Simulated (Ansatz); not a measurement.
**LuSi2Rh2: reading a single point**

```
CELL_PARAMETERS angstrom
-1.98551 1.98551 4.87331
1.98551 -1.98551 4.87331
1.98551 1.98551 -4.87331
ATOMIC_POSITIONS crystal
Si 0.36200 0.36200 0.00000
Si 0.63800 0.63800 0.00000
Lu 0.00000 0.00000 0.00000
Rh 0.75000 0.25000 0.50000
Rh 0.25000 0.75000 0.50000
```

Method: r2SCAN, collinear spin; PAW, plane waves to 500 eV, 6×6×6 Γ-centred mesh, methfessel-paxton occupations (width 0.0953 eV) (Ansatz 0.2.0), atoms fixed.

The state carries no moments; the state need not be the lowest.

What is the formation energy?

-1.01 eV an atom against the elements' usual phases (free molecules for gases, crystals otherwise, with no correction for O₂ or N₂), so it is bound against them; other compounds may still compete. Relaxing would lower it.

Metal or insulator?

It is a metal, with about 1.8 states/eV a cell as the mean within 0.25 eV of the Fermi level, mostly Rh d (38 %), Lu d (28 %) and Si p (24 %).

What does the stress say?

The pressure is 14.1 GPa (compression positive), so with the atoms held at these fractions the cell would first expand; the forces are large, so a full relaxation may end otherwise. The principal stresses 12.1, 15.1, 15.1 GPa differ, so its shape would change too.

Which atom feels the largest force, and which way?

The largest is on Si1 (and as large on other atoms): 3.86 eV/Å, components (0.00, 0.00, 3.86). It makes 119° with the line to a nearest neighbour, Rh4 at 2.27 Å.

Give the Bader charges.

Bader charges in e: Lu +1.75, Si +0.72, Rh -1.60. In the mean Lu gives up most and Rh takes most.

Origin: a database entry at a rescaled volume. Caveats: the input typed no starting moments; forces this large suggest misplaced atoms in the database entry; the k mesh is coarse if the cell is a metal; atoms or cell far from equilibrium.
